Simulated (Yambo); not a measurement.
Yambo run on Mg2OsH6 (space group Fm-3m, No. 225). The wavefunctions are LDA (Quantum ESPRESSO, PseudoDojo norm-conserving, 84 Ry, scalar-relativistic) ones on a 4×4×4 mesh (21 occupied bands); a = 4.692 Å, b = 4.692 Å, c = 4.692 Å, α = 60.00°, β = 60.00°, γ = 60.00°.

Yambo input:

```
rim_cut
gw0
dyson
el_el_corr
HF_and_locXC
cohsex
em1s
RandQpts= 1000000
RandGvec= 1 Ry
EXXRLvcs= 84 Ry
VXCRLvcs= 336 Ry
Chimod= "HARTREE"
% BndsRnXs
 13 | 172 |
%
NGsBlkXs= 10 Ry
% LongDrXs
 1.0 | 1.0 | 1.0 |
%
ExtendOut
% QPkrange
 7 | 7 | 21 | 22 |
 8 | 8 | 21 | 21 |
%
```

k points by index: 7 = X, 8 = W.

Table of the .qp output:

```
#    K-point    Band    Eo [eV]    E [eV]    E-Eo [eV]    Vxc [eV]    Vnlxc [eV]    Sc|Eo [eV]    Re(Z)    Im(Z)
#
    7    21    -0.488980E-3    -2.405813    -2.405324    -17.59509    -20.71155    0.711145    1.000000    0.000000
    7    22    3.231800    2.725985    -0.505814    -14.76388    -9.987346    -5.282353    1.000000    0.000000
    8    21    0.000000    -2.423683    -2.423683    -17.59653    -20.71297    0.692754    1.000000    0.000000
```
(The two width columns are left out.) Convergence of these settings isn't established.

Spin-orbit coupling is not included.

Geometry of the Materials Project entry, not relaxed at this level.

The structure is a Materials Project entry; no match was found in the copy of COD used, and its stability was not checked.
